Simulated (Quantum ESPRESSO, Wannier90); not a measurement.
Tight-binding from DFT: Mo (bcc (W type))

```
Mo
1.0
   -1.58381     1.58381     1.58381
    1.58381    -1.58381     1.58381
    1.58381     1.58381    -1.58381
Mo
1
Direct
  0.00000   0.00000   0.00000
```

Materials Project entry mp-129; symmetrised, unrelaxed at this level. This is the element's usual structure. Computed values, not measurements, from PBEsol: Quantum ESPRESSO (norm-conserving PseudoDojo potentials, cutoff 64 Ry, no spin polarisation, no spin-orbit coupling) on a Γ-centred 12×12×12 mesh, then Wannier90. Density: 18×18×18 mesh, cold smearing 0.01 Ry.

Energies are relative to the Fermi level.

**Bands.** No gap over 0.05 eV opens at the Fermi level at this level of theory. 2 filled groups are cut off by gaps; the highest, bands 2–4, spans -35.87 to -34.54 eV and is Mo 4p 99 %.

**Model.** 9 functions (Mo spd) from bands 5-21, frozen to 1.50 eV, reach Ω_I = 8.91 Å² and follow pw.x to 1.7 meV rms (states up to 1.0 eV relative to the Fermi level).

**Frozen window.** Edge, Ω_I and misfit go -1.5 eV, 8.81 Å², 55 meV; 0.5 eV, 8.87 Å², 6.9 meV; 1.5 eV, 8.91 Å², 1.7 meV; 5.5 eV, 8.95 Å², 1.2 meV. Ω_I never falls as the edge rises, since each frozen state takes freedom from the choice of the smoothest subspace. The edges under the compared range leave its upper states unfrozen, and their misfit is the largest.

**No window.** Without a frozen window Ω_I drops to 8.36 Å² while the misfit grows to 1156 meV: a small spread is no proof of good bands.

**Outer window.** The setting "only the lowest 11 of the kept bands" raises Ω_I to 11.67 Å², as fewer states are left to mix in, and the misfit goes to 2.8 meV.
